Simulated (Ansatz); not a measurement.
Below is a relaxed structure of MgZr₂N. The cell was found from a structure generator's guess, not taken from experiment.

Theory: DFT PBE, scalar-relativistic, plane waves, PAW in Ansatz 0.2.0. Cutoff 420 eV, Γ-centred mesh, Gaussian smearing, no spin polarisation.

```cif
data_structure
_symmetry_space_group_name_H-M 'P 1'
_symmetry_Int_Tables_number 1
_cell_length_a 3.2688
_cell_length_b 3.2688
_cell_length_c 10.0855
_cell_angle_alpha 90.000
_cell_angle_beta 90.000
_cell_angle_gamma 120.000
_cell_volume 93.32
loop_
_atom_site_label
_atom_site_type_symbol
_atom_site_fract_x
_atom_site_fract_y
_atom_site_fract_z
_atom_site_occupancy
Mg1 Mg 0.00000 0.00000 0.50000 1
Zr1 Zr 0.00000 0.00000 0.81283 1
Zr2 Zr 0.00000 0.00000 0.18717 1
N1 N 0.00000 0.00000 0.00000 1
```

The zero of energy is the elements' standard structures at the same level (N₂ as a molecule); no fitted shifts are applied.

**Question.** What space group does it have?

**Answer.** P6/mmm (No. 191). Conventional cell: a = 3.269 Å, c = 10.086 Å. Mg has 2 Zr at 3.16 Å and 6 Mg at 3.27 Å; Zr has 1 N at 1.89 Å, 1 Mg at 3.16 Å, 6 Zr at 3.27 Å, 6 N at 3.77 Å and 1 Zr at 3.78 Å; N is surrounded by 2 Zr at 1.89 Å.

**Question.** What is its formation energy per atom?

**Answer.** +0.27 eV/atom. It can't be a ground state, since the elements alone are lower.

**Question.** Is it a metal?

**Answer.** Yes, bands cross the Fermi level on the 18×18×6 mesh.

The last run used an 18×18×6 mesh (in the run's order of axes) for its 4-atom cell and Gaussian smearing of 0.10 eV. Symmetry constrained the relaxation, so the result can be a saddle point. Another cell of MgZr2N relaxed alike, in P-3m1, lies 1.12 eV/atom lower, so this cell isn't the stable form at this level.
